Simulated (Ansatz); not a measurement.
KCl (rock salt) is sheared across one {110} plane: the third cell vector gains the shift, so faults repeat every 6.8 Å. The cut lies between planes 2.26 Å apart; the cell height is held.

```
CELL_PARAMETERS angstrom
      4.51217     0.00000     0.00000
      0.00000     6.38117     0.00000
      2.25608     3.19058     6.76825
ATOMIC_POSITIONS crystal
  Cl 0.00000 0.00000 0.83333
  Cl 0.33333 0.33333 0.16667
  Cl 0.66667 0.66667 0.50000
  K  0.00000 0.50000 0.83333
  K  0.33333 0.83333 0.16667
  K  0.66667 0.16667 0.50000
```

In-plane vectors a = (4.512, 0.000) Å, b = (0.000, 6.381) Å, area 28.79 Å². The shift is s times the vector a (length 4.512 Å), so s = 1 restores the start. Atoms relax along the normal only. γ = [E(shift) − E(0)] / area.

All values below come from PBE (plane waves to 420 eV, PAW, scalar-relativistic; Ansatz, a program for electronic structure). k mesh 7×7×7 (Γ-centred), Fermi-Dirac smearing 0.05 eV. Energies are extrapolated to zero smearing. Some relaxations began with atoms very close together and may have settled on another branch. Faults lie only 6.8 Å apart, and holding the cell height raises γ above its relaxed value. KCl was relaxed with its symmetry unable to fall. The zero of γ is zero shift.

```tsv
s	γ (mJ/m²)
0.000	0
0.083	39
0.167	111
0.250	180
0.333	234
0.417	269
0.500	withheld
0.583	269
0.667	234
0.750	180
0.833	111
0.917	39
```

Problem. Fit a Fourier form (three harmonics of 1 − cos and sin) to the given rows and predict γ at s = 0.500.

Solution. Least squares on the 11 given rows: γ = (135.3)·[1 − cos(2πs)] + (19.4)·[1 − cos(4πs)] + (7.4)·[1 − cos(6πs)], in mJ/m²; root-mean-square residual 2.0 mJ/m². At 0.500 the fit gives 285 mJ/m²; the calculation gives 281 mJ/m², so the interpolation is off by 4 (+1.4 %). 

(The slope of γ gives the shear force per area between the displaced halves; near zero shift its curvature is an elastic stiffness.)
